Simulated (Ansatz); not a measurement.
Relax this structure to zero stress and force, keeping its symmetry:

```yaml
crystal:
  lattice:
    - [5.37990, 0.00000, 0.00000]
    - [-2.68995, 4.65913, 0.00000]
    - [0.00000, 0.00000, 6.72255]
  atoms:
    - { symbol: In, position: [0.66667, 0.33333, 0.25000] }
    - { symbol: In, position: [0.33333, 0.66667, 0.75000] }
    - { symbol: In, position: [0.00000, 0.00000, 0.50000] }
    - { symbol: In, position: [0.00000, 0.00000, 0.00000] }
    - { symbol: Sb, position: [0.66667, 0.33333, 0.75000] }
    - { symbol: Sb, position: [0.33333, 0.66667, 0.25000] }
```

Theory: DFT PBEsol, scalar-relativistic, plane waves, PAW (Ansatz).

Plane waves to 420 eV, a k mesh through Γ of 12×12×6 on the computed 6-atom cell and Gaussian smearing (0.10 eV); no spin polarisation.

Q: What does it relax to?

A: The volume decreases by 1.84 Å³/atom to 26.25 Å³/atom, and the energy falls by 20.1 meV/atom. Final structure:
```xyz
6
Lattice="5.3333 0.0000 0.0000 -2.6667 4.6188 0.0000 0.0000 0.0000 6.3928" Properties=species:S:1:pos:R:3 pbc="T T T"
In    2.6667    1.5396    1.5982
In    0.0000    3.0792    4.7946
In    0.0000    0.0000    3.1964
In    0.0000    0.0000    0.0000
Sb    2.6667    1.5396    4.7946
Sb    0.0000    3.0792    1.5982
```

Course of the relaxation (steps run on the plane waves of an earlier cell, and the basis is chosen afresh near the end, so energy and pressure can step there; trial steps that raised the energy were taken back; energies are free energies):

| step | E − E_final (meV/atom) | P (GPa) | V (Å³/atom) |
| --- | --- | --- | --- |
| 1 | 20.1 | -2.56 | 28.08 |
| 2 | 0.8 | 0.24 | 26.15 |
| 3 | -0.4 | 0.14 | 26.16 |
| 4 | -0.4 | -0.02 | 26.25 |
| 5 | 0.0 | -0.02 | 26.25 |